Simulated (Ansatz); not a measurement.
## BAs: zone-centre modes

These are results of Ansatz, DFT r2SCAN, scalar-relativistic, plane waves, PAW, not measurements. Settings: plane waves to 500 eV, k-mesh 10×10×10 (Γ-centred), Gaussian smearing 0.05 eV. No spin polarisation.

Reference structure (as given, not relaxed at this level):

```
B As
1.0
     0.00000    2.38850    2.38850
     2.38850    0.00000    2.38850
     2.38850    2.38850    0.00000
B As
1 1
Cartesian
  0.0000 0.0000 0.0000
  3.5827 3.5827 3.5827
```

Harmonic modes by finite displacements of 0.02 Å, without the LO–TO term.

**Question.** At this geometry, is the structure stable against these modes?

**Answer.** Yes: no mode is imaginary beyond 10 cm⁻¹, and only the three translations lie near zero.

**Question.** List the wavenumbers in cm⁻¹.

**Answer.** 0, 0, 0, 700, 700, 700.

Cost: 1 run of about 0.55 core-minutes, on Arm Neoverse V1 (shared hosts).